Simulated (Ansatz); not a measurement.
CsCdBr₃:
```yaml
crystal:
  lattice:
    - [7.42288, 0.00000, 0.00000]
    - [-3.71144, 6.42840, 0.00000]
    - [0.00000, 0.00000, 6.52306]
  atoms:
    - { symbol: Cs, position: [0.33333, 0.66667, 0.75000] }
    - { symbol: Cs, position: [0.66667, 0.33333, 0.25000] }
    - { symbol: Cd, position: [0.00000, 0.00000, 0.00000] }
    - { symbol: Cd, position: [0.00000, 0.00000, 0.50000] }
    - { symbol: Br, position: [0.17032, 0.82968, 0.25000] }
    - { symbol: Br, position: [0.82968, 0.17032, 0.75000] }
    - { symbol: Br, position: [0.34064, 0.17032, 0.75000] }
    - { symbol: Br, position: [0.65936, 0.82968, 0.25000] }
    - { symbol: Br, position: [0.17032, 0.34064, 0.25000] }
    - { symbol: Br, position: [0.82968, 0.65936, 0.75000] }
```

This is the LDA-relaxed structure.

Problem. All from plane-wave PAW LDA (Ansatz code), unless another level is named. Predict the electron effective mass.

Solution. 0.25, 0.25, 0.34 mₑ (principal values).

Problem. What about the formation energy from the elements (no fitted shifts)?

Solution. -1.27 eV/atom.

Problem. What about the weight of the valence-edge state by species (Voronoi cells)?

Solution. Br 90 %, Cd 9 %.

Problem. Next, the weight of the conduction-edge state by species (Voronoi cells)?

Solution. Br 57 %, Cd 33 %, Cs 10 %.

Space group P6_3/mmc. The first step of the workflow began from a Materials Project structure, measured or hypothetical; the Crystallography Open Database files this formula in space group No. 194, but the cells were not matched. Its standing as an ambient phase is unchecked. The LDA relaxation kept the symmetry of its start; phonons on a q-mesh show no instability. The references are the lowest solids computed at this level, not always the standard phases. Spin–orbit coupling is left out wherever it is not named.

Potentials: the later of the program's two PAW sets.

Edges and masses are those of Kohn–Sham bands, whose gap is no quasiparticle gap.
